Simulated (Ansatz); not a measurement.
Relaxation of a generated cell, SiS2 placed in the pyrite structure type; 12 atoms in the cell, which starts as Pa-3 (No. 205), cP12; a = b = c = 5.3855 Å, α = β = γ = 90.00°. Computed with r2SCAN (plane waves to 500 eV, PAW, scalar-relativistic; Ansatz, a program for electronic structure). Γ-centred k-mesh 5×5×5 on the run's cell, Fermi–Dirac smearing 0.05 eV. 

The optimiser's lines from the output (shortened; P is positive under compression):

```
relax step   1: F+E_penalty+E_count = -9796.66502632 eV  Δ(F+E_penalty+E_count) = +0.000e0 eV  max|allowed force component| = 2.425e0 eV/Å  Δτ_max = 0.0000 Å  P = +32.174 GPa  Ω = 156.202 Å³  (6 SCF iters, dr2 threshold 1.00e-7 eV, accepted)
relax step   2: F+E_penalty+E_count = -9801.24172377 eV  Δ(F+E_penalty+E_count) = -4.577e0 eV  max|allowed force component| = 1.697e0 eV/Å  Δτ_max = 0.0797 Å  P = +12.624 GPa  Ω = 173.067 Å³  (6 SCF iters, dr2 threshold 1.20e-6 eV, accepted)
relax step   3: F+E_penalty+E_count = -9804.68583541 eV  Δ(F+E_penalty+E_count) = -3.444e0 eV  max|allowed force component| = 3.682e-1 eV/Å  Δτ_max = 0.1983 Å  P = +0.323 GPa  Ω = 186.983 Å³  (7 SCF iters, dr2 threshold 1.20e-6 eV, accepted)
relax step   4: F+E_penalty+E_count = -9804.86916476 eV  Δ(F+E_penalty+E_count) = -1.833e-1 eV  max|allowed force component| = 8.912e-2 eV/Å  Δτ_max = 0.0554 Å  P = -0.033 GPa  Ω = 187.742 Å³  (5 SCF iters, dr2 threshold 1.20e-6 eV, accepted)
relax step   5: F+E_penalty+E_count = -9804.88205602 eV  Δ(F+E_penalty+E_count) = -1.289e-2 eV  max|allowed force component| = 1.113e-2 eV/Å  Δτ_max = 0.0177 Å  P = +0.002 GPa  Ω = 187.815 Å³  (5 SCF iters, dr2 threshold 4.96e-7 eV, accepted)
relax step   6: F+E_penalty+E_count = -9804.88226448 eV  Δ(F+E_penalty+E_count) = -2.085e-4 eV  max|allowed force component| = 1.168e-5 eV/Å  Δτ_max = 0.0026 Å  P = -0.005 GPa  Ω = 187.850 Å³  (5 SCF iters, dr2 threshold 7.75e-9 eV, accepted)
relax step   7: F+E_penalty+E_count = -9804.88631789 eV  Δ(F+E_penalty+E_count) = -4.053e-3 eV  max|allowed force component| = 6.163e-6 eV/Å  Δτ_max = 0.0000 Å  P = -0.006 GPa  Ω = 187.850 Å³  stress off target by 5.63e-3 GPa  SCF on the basis re-selected at this cell (its energy is not comparable with the rows above)  (5 SCF iters)
```

From the first to the last row the energy changes by -0.69 eV/atom and the volume by +20.3 %. The last row is marked as not comparable with the walk above it, whose basis was carried along; it does compare with step 1, since both stand on a basis selected at the nominal cutoff for their own cell.

 The final structure: Pa-3 (No. 205), cP12; a = 5.727 Å, b = 5.727 Å, c = 5.727 Å, α = 90.00°, β = 90.00°, γ = 90.00°. Between re-selections the logged energies stand on a plane-wave basis carried along with the cell. No spin polarisation in the result.

The run could not lose the symmetry of its start; a randomly shaken copy of 12 atoms returns to this structure.

The relaxed structure here is a generated cell of SiS2: the first start was made by placing the elements on the sites of a structure type, and the end was not matched to a known phase here, so it may be hypothetical.
